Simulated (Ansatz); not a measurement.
CdSiN2 in space group R-3m (No. 166; Cd on 3a, Si on 3b, N on 6c), DFT-r²SCAN in the program Ansatz with PAW potentials. The conduction-band minimum lies at Γ, with 1 equivalent valley. Second derivatives d²E/dk² of the lowest band at one valley (eV·Å²), along Cartesian directions:

| direction | d²E/dk² |
|---|---|
| [100] | 23.35 |
| [010] | 23.35 |
| [001] | 53.85 |
| [110] | 23.35 |
| [101] | 38.62 |
| [011] | 38.62 |

Task: Find the principal effective masses, the density-of-states mass and the conductivity mass.

Result: Off-diagonal terms follow from H_xy = H[110] − (H_xx + H_yy)/2, and m*/mₑ = 7.620 eV·Å² over each eigenvalue: 0.14, 0.33, 0.33. One valley's DOS mass (m₁m₂m₃)^(1/3) = 0.25, conductivity mass 3/(Σ 1/mᵢ) = 0.23 mₑ.

Task: What effective density of states Nc follows at 300 K for parabolic valleys?

Result: Nc = 2.509e19 × 1 × (0.25)^(3/2) ≈ 3.1e18 cm⁻³.

The start of the workflow was typed in or built on a structure type; neither database checked (COD, Materials Project) lists it. Whether it is the stable phase at ambient conditions was not checked. Symmetry was held in the r²SCAN relaxation; its stability against distortions is not shown here. Spin–orbit coupling is left out wherever it is not named.

Potentials: the later of the program's two PAW sets.

Edges and masses are those of Kohn–Sham bands, whose gap is no quasiparticle gap.
